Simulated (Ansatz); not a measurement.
Si₃Ge:
```xyz
4
Lattice="3.8859 0.0000 0.0000 0.0000 3.8859 0.0000 0.0000 0.0000 5.4883" Properties=species:S:1:pos:R:3 pbc="T T T"
Si     1.9429     0.0000     4.1428
Si     0.0000     0.0000     0.0000
Si     0.0000     1.9429     1.3454
Ge     1.9429     1.9429     2.7441
```

The program Ansatz at the r²SCAN level (PAW) gives a gap of 0.56 eV without spin–orbit coupling, maximum at Γ, minimum at M.

Task: What happens when spin–orbit coupling is switched on?

Result: The gap shrinks by 0.03 eV, to 0.53 eV; maximum at Γ, minimum at M.

Task: Give the electron effective mass with spin–orbit coupling.

Result: 0.19, 0.42, 0.42 mₑ (principal values).

Task: Give the hole effective mass with spin–orbit coupling.

Result: 0.17, 0.19, 0.24 mₑ (principal values).

Space group P-4m2. The start of the workflow was typed in or built on a structure type; neither database checked (COD, Materials Project) lists it. Whether it is the stable phase at ambient conditions was not checked. Symmetry was held in the r²SCAN relaxation; whether a distortion lowers the energy is not shown.

Potentials: the earlier of the program's two PAW sets.
